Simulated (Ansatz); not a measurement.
**CoO (I4/mmm)**

Level of theory: PBEsol+U, U = 4.0 eV, J = 0.5 eV (Liechtenstein form) on Co d, fully localised double counting, collinear spin, scalar-relativistic, 420 eV, PAW set soft_2 (made for PBE), 9×9×9 mesh, Gaussian smearing of 0.05 eV; plane-wave PAW code Ansatz.

```yaml
crystal:
  lattice:
    - [-1.50800, 1.50800, 2.10725]
    - [1.50800, -1.50800, 2.10725]
    - [1.50800, 1.50800, -2.10725]
  atoms:
    - { symbol: Co, position: [0.00000, 0.00000, 0.00000] }
    - { symbol: O, position: [0.50000, 0.50000, 0.00000] }
```

The structure is that of a cell as deposited in COD, unrelaxed.

Cell and atoms stay fixed. Atoms count from 1 in the text and from 0 in parts of the program's output.

Two runs on this cell converged from different starts. The ends of their outputs, energies left out (λ are the eigenvalues of a shell's occupation matrix):

Run A:

```
Magnetization: 3.0000 μB (13.0000 up, 10.0000 down)
Absolute magnetization: 3.0049 μB (∫|ρ↑−ρ↓|, with the PAW one-centre terms)
Per-site moments (μB) at R_I (Å): [(2.59189, 0.86924), (0.22614, 0.86924)]
Fermi energy:    14.142554 eV
--- Forces (eV/Å), atoms counted from 1 ---
  atom   1  Co     0.00000000     0.00000000     0.00000000
  atom   2  O      0.00000000     0.00000000     0.00000000
--- Stress (GPa, compression-positive) ---
        0.474501       0.000000      -1.521593
        0.000000       2.777115       0.000000
       -1.521564       0.000000       3.825114
  P = ⅓ Tr σ = 2.3589 GPa (23.589 kbar)
--- Löwdin populations: 2 sites ---
  site symbol       q [e]    m [muB]
     0     Co     15.8091     2.7016
     1      O      7.0566     0.2928
--- Occupation matrices: 1 shell (run DFT+U table (all-electron-ortho-atomic); ε = 4.08e-3) ---
  Co0 d_3D up     Tr n = 4.9882  λ = 0.996 0.996 0.998 0.998 0.999
  Co0 d_3D dn     Tr n = 2.2898  λ = 0.053 0.127 0.133 0.988 0.989
```

Run B:

```
Magnetization: 3.0000 μB (13.0000 up, 10.0000 down)
Absolute magnetization: 3.0054 μB (∫|ρ↑−ρ↓|, with the PAW one-centre terms)
Per-site moments (μB) at R_I (Å): [(2.59098, 0.86924), (0.22650, 0.86924)]
Fermi energy:    14.119575 eV
--- Forces (eV/Å), atoms counted from 1 ---
  atom   1  Co     0.00000000     0.00000000     0.00000000
  atom   2  O      0.00000000     0.00000000     0.00000000
--- Stress (GPa, compression-positive) ---
       -0.046202       0.000000       0.000000
        0.000000       4.781444       0.000000
        0.000000       0.000000       3.045732
  P = ⅓ Tr σ = 2.5937 GPa (25.937 kbar)
--- Löwdin populations: 2 sites ---
  site symbol       q [e]    m [muB]
     0     Co     15.8090     2.7015
     1      O      7.0567     0.2930
--- Occupation matrices: 1 shell (run DFT+U table (all-electron-ortho-atomic); ε = 2.12e-4) ---
  Co0 d_3D up     Tr n = 4.9882  λ = 0.996 0.996 0.998 0.998 0.999
  Co0 d_3D dn     Tr n = 2.2898  λ = 0.053 0.125 0.135 0.985 0.992
```

Question: Which run lies higher in energy, by how much, and why?

Answer: Run B, by 11.9 meV/atom. Run B has 7 d electrons in filled orbitals, 3 of them unpaired, the high-spin filling, a gap of 1.24 eV and a whole-number cell moment of 3 μB, as a collinear insulator must have; run A has 7 d electrons in filled orbitals, 3 of them unpaired, the high-spin filling, a gap of 1.28 eV and a whole-number cell moment of 3 μB, as a collinear insulator must have. Run B kept 8 symmetry operations, run A 4. Both fill the same number of orbitals in each spin, so they differ in which orbitals are filled. The Hubbard term of the energy is 0.36 eV per cell in run A and 0.37 eV in run B. The two differ by 0.00 eV, within U times the program's tolerance on the occupations (0.004), so the energy difference isn't parted into terms.

With one Co ion in the cell, Co moments can't oppose each other.

In the lower state the fixed cell carries a pressure of 2.4 GPa (the cell is smaller than this level of theory would relax to); relaxing would change energies and could change the order of close states.

Run B started from: ferromagnetic start, free, natural orbitals of the symmetric run filled by rank, moments Co1 3.00 μB, occupations held for 10 iterations. Run A started from: ferromagnetic start, free, default search, moments Co1 3.00 μB. At this level the cell was started in 11 ways. Run A holds the lowest state found for this cell, which doesn't make it the ground state. U wasn't fitted or computed for this material, so the results show what this U gives and needn't match the real solid. Gaps are Kohn–Sham gaps over the k-mesh alone and may be smaller between its points.
